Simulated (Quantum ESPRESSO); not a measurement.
Kohn-Sham bands of TlBr (CsCl type)

```xyz
2
Lattice="3.9999 0.0000 0.0000 0.0000 3.9999 0.0000 0.0000 0.0000 3.9999" Properties=species:S:1:pos:R:3 pbc="T T T"
Tl     0.0000     0.0000     0.0000
Br     2.0000     2.0000     2.0000
```

Materials Project entry mp-22875; symmetrised, unrelaxed at this level. COD (Crystallography Open Database) has an entry of this formula and space group (matched by these alone). Computed values, not measurements, from PBE: Quantum ESPRESSO (norm-conserving PseudoDojo potentials, cutoff 49 Ry, no spin polarisation, no spin-orbit coupling) on a Γ-centred 8×8×8 mesh, then Wannier90. Density: 8×8×8 mesh, cold smearing 0.01 Ry. Spin-orbit coupling is left out although heavy elements are present.

Energies are relative to the valence-band maximum; weights are on the orthonormalised atomic waves of the pseudopotential files, averaged over the group. 20 electrons a cell are treated as valence.

```tsv
bands	from (eV)	to (eV)	filling	weight on atomic waves
1	-13.65	-13.13	filled	?
2–6	-10.07	-9.85	filled	?
7–10	-5.44	0.00	filled	?
```

### Question
Which atomic shells make up each group?

### Answer

- 1, weight on atomic waves: Br 4s 90 %, Tl 6p 8 %
- 2–6, weight on atomic waves: Tl 5d 100 %
- 7–10, weight on atomic waves: Br 4p 66 %, Tl 6s 23 %, Tl 6p 9 %

The Kohn-Sham gap over both meshes and the path is 1.90 eV.
